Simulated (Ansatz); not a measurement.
Al$_{2}$O:
```
CELL_PARAMETERS angstrom
      0.00000     2.84652     2.84652
      2.84652     0.00000     2.84652
      2.84652     2.84652     0.00000
ATOMIC_POSITIONS crystal
  Al 0.25000 0.25000 0.25000
  Al 0.75000 0.75000 0.75000
  O  0.00000 0.00000 0.00000
```

Relaxed with PBE. Special points in fractions of this cell's reciprocal vectors: Γ (0.000, 0.000, 0.000); X (0.500, 0.000, 0.500); U (0.625, 0.250, 0.625); K (0.375, 0.375, 0.750); L (0.500, 0.500, 0.500); W (0.500, 0.250, 0.750).

### Question
List the band energies nearest the Fermi level at these points for PBE in the plane-wave PAW code Ansatz.

### Answer
In eV from the Fermi level; about four levels below and three above (degenerate sets whole), none deeper than 8.9 eV; points with the same levels are listed once.

```json
[
 {"k": "Γ", "below": "-6.97 -4.38 -4.38 -4.38", "above": "1.69 1.69 1.69"},
 {"k": "X", "below": "-5.42 -5.42 -2.62 -1.51", "above": "0.45 2.61 2.61"},
 {"k": "U", "below": "-6.59 -5.20 -1.99 -0.54", "above": "0.23 1.96 2.52"},
 {"k": "L", "below": "-7.92 -4.72 -4.72 -4.07", "above": "0.00 1.84 1.84"},
 {"k": "W", "below": "-0.62 -0.12 -0.12 -0.09", "above": "4.52 4.52 9.04"}
]
```

Space group Fm-3m (anti-fluorite). The start of the workflow was typed in or built on a structure type; the Crystallography Open Database files this formula in space group No. 225, but the cells were not matched. Its standing as an ambient phase is unchecked. The cell was relaxed with PBE under the symmetry of its start; its stability against distortions is not shown here.

Potentials: the earlier of the program's two PAW sets.
